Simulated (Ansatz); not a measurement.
Values for one crystal, relaxed and computed with the program Ansatz at the r²SCAN level (PAW); other levels are named.

| Item | Value |
|---|---|
| Volume per atom | 20.50 Å³ |
| Electronic character | metallic (no gap) |
| Density of states at the Fermi level | 0.41 states/eV per atom (mean over ±0.08 eV) |
| Formation energy from the elements (no fitted shifts) | -0.30 eV/atom |

Question: Pick the material that matches.
(A) V3Re, Fm-3m (V on 8c, V on 4a, Re on 4b)
(B) Ca2GaCu2, Immm (Ca on 4j, Ga on 2a, Cu on 4h)
(C) EuSn3, Cu3Au type
(D) Ti2Zn, MoSi2 or CaC2 type

Answer: B, Ca2GaCu2, Immm (Ca on 4j, Ga on 2a, Cu on 4h)

The workflow started from a Materials Project entry (that database holds measured and hypothetical structures alike); the Crystallography Open Database copy checked does not list it. Its standing as an ambient phase is unchecked. The cell was relaxed with r²SCAN under the symmetry of its start; whether a distortion lowers the energy is not shown. No spin polarisation was allowed. The references are the lowest solids computed at this level, not always the standard phases. Spin–orbit coupling is left out wherever it is not named.

Potentials: the later of the program's two PAW sets.
